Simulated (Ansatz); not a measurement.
# NbRh: pressure against volume

A database entry relaxed whole under r2SCAN (P4/mmm):

```
CELL_PARAMETERS angstrom
2.84815 0.00000 0.00000
0.00000 2.84815 0.00000
0.00000 0.00000 3.85509
ATOMIC_POSITIONS crystal
Nb 0.00000 0.00000 0.00000
Rh 0.50000 0.50000 0.50000
```

The cell was scaled uniformly, its shape held, and the atoms relaxed at each volume with plane-wave PAW DFT (Ansatz 0.2.0; r2SCAN, 500 eV, 12×12×9 Γ-centred mesh, fermi-dirac occupations of width 0.100 eV; no spin, no spin-orbit coupling). One row is withheld.

| volume (Å³/atom) | energy over the lowest (meV/atom) | pressure (GPa) |
| --- | --- | --- |
| 14.698 | 46.3 | 16.83 |
| 15.011 | ? | ? |
| 15.323 | 4.7 | 5.07 |
| 15.636 | 0.0 | 0.07 |
| 15.949 | 4.6 | -4.41 |
| 16.262 | 17.4 | -8.42 |
| 16.574 | 37.7 | -12.03 |

**Question.** Fit the pressures of the other rows to the third-order Birch-Murnaghan form.

**Answer.** With f = [(V₀/V)^(2/3) − 1]/2 and P = 3B₀f(1 + 2f)^(5/2)[1 + 3(B₀′ − 4)f/2], least squares gives V₀ = 15.64 Å³ an atom, B₀ = 236 GPa and B₀′ = 4.4; the rows miss the fit by less than 0.01 GPa. The slope of the energies differs from these pressures by 0.16 GPa, since they are taken to zero smearing while pressures follow the free energy.

**Question.** What does the withheld row hold?

**Answer.** The fit gives 10.62 GPa at 15.011 Å³; the run gave 10.63 GPa and 19.7 meV an atom.

Caveats: the shape of the cell was held, so B₀ is an upper bound where the axes differ in stiffness; 0 K, fixed nuclei; the symmetry was kept, and this need not be the phase that is stable at 0 K; one mesh for all volumes; pressure is positive in compression.
